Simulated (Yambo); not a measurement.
A G0W0@PBEsol run in Yambo for NaVO$_{2}$F$_{2}$ (space group P2_1, No. 4) (2×4×2 Γ-centred k mesh, bands 5 to 194 and a 6 Ry block in the screening, 194 bands in G with the Bruneval-Gonze terminator, plasmon pole fitted at 27.2 eV) gives these matrix elements, in eV, at the band edges ((0, 0.25, -0.5) → (-0.5, 0, 0)):

| state | E0 | <Vxc> | <Σx> | <Σc(E0)> | Z |
|---|---|---|---|---|---|
| valence edge | 0.000 | -19.956 | -25.068 | 4.424 | 0.763 |
| conduction edge | 2.073 | -22.625 | -15.540 | -4.930 | 0.764 |

Question: Solve the linearised quasiparticle equation for both states, give the gap, and say how exchange and correlation each act on it.

Answer: E = E0 + Z(Σx + Σc − Vxc). Valence: 0.000 + 0.763 × (-25.068 + (4.424) − (-19.956)) = -0.52 eV. Conduction: 2.073 + 0.764 × (-15.540 + (-4.930) − (-22.625)) = 3.72 eV. The gap is 4.24 eV, against 2.07 eV in PBEsol. Replacing Vxc by bare exchange alone would open it by 12.20 eV; correlation takes back 9.35 eV of that, and Z scales what is left. Nearest settings tried, and what they do to the gap: 135 bands in W, 135 bands in G: -13 meV; 5 Ry block (205 vectors against 277): +71 meV. Not varied: mesh. So the settings aren't converged at that level. The mesh misses a band edge: along a dense path the PBEsol gap is 2.00 eV against 2.07 eV on the mesh. The 3d shell has no Hubbard U; the runs are without spin polarisation, and magnetic order was not tried.

Geometry of the Materials Project entry, not relaxed at this level; primitive cell a = 6.5629 Å, b = 3.5755 Å, c = 7.3216 Å, α = γ = 90.00°, β = 110.05°.
